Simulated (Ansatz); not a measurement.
Data:

SiGe:
Space group P6₃mc (No. 186); a = 3.9007 Å, b = 3.9007 Å, c = 6.4422 Å, α = 90.00°, β = 90.00°, γ = 120.00°

```csv
atom,site,symmetry,x,y,z
Si,2b,3m.,0.3333,0.6667,0.3746
Ge,2b,3m.,0.3333,0.6667,0.0004
```

This is the PBEsol-relaxed structure.

Question: All from the program Ansatz at the PBEsol level (PAW), unless another level is named. Give the highest zone-centre frequency (without LO–TO term).

Answer: 404 cm⁻¹.

Question: Next, the Poisson's ratio?

Answer: 0.22.

Space group P6_3mc (wurtzite). The first step of the workflow began from a Materials Project structure, measured or hypothetical; the Crystallography Open Database copy checked does not list it. Whether it is the stable phase at ambient conditions was not checked. The cell was relaxed with PBEsol under the symmetry of its start; its stability against distortions is not shown here.

Potentials: the earlier of the program's two PAW sets. The files were generated under PBE; for other functionals the program regenerates the frozen cores, and for LDA and PBEsol the local potential too.
